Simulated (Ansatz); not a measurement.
Sr2MgWO6 in space group Fm-3m (No. 225; Sr on 8c, Mg on 4b, W on 4a, O on 24e), the program Ansatz at the PBE level (PAW), all energies at zero smearing, with the estimated change up to a 700 eV cutoff added, with one set of potentials and settings (totals compare only within such a set). Cell of 10 atoms (2 Sr, 1 Mg, 1 W, 6 O): -22814.352 eV.

| element | reference phase | E (eV/atom) |
|---|---|---|
| Sr | C2/m, 3 atoms in the cell | -3544.2201 |
| Mg | P6_3/mmc, 2 atoms in the cell | -1923.8026 |
| W | Im-3m, 1 atoms in the cell | -10384.8193 |
| O | C2/m, 4 atoms in the cell, spin-polarised | -565.0000 |

Formation energy per atom, worked out: (-22814.352 − 2×(-3544.2201) − 1×(-1923.8026) − 1×(-10384.8193) − 6×(-565.0000))/10 = -2.729 eV/atom (-263 kJ per mol of atoms), at 0 K, without zero-point energy or fitted corrections.

The first step of the workflow began from a Materials Project structure, measured or hypothetical; the Crystallography Open Database copy checked does not list it. Its standing as an ambient phase is unchecked. The PBE relaxation kept the symmetry of its start; whether a distortion lowers the energy is not shown. No spin polarisation was allowed. No Hubbard U is applied. The references are the lowest solids computed at this level, not always the standard phases (solids in place of the gases). Scalar-relativistic: spin–orbit coupling is off unless named, which matters more the heavier the elements.

Potentials: the later of the program's two PAW sets.
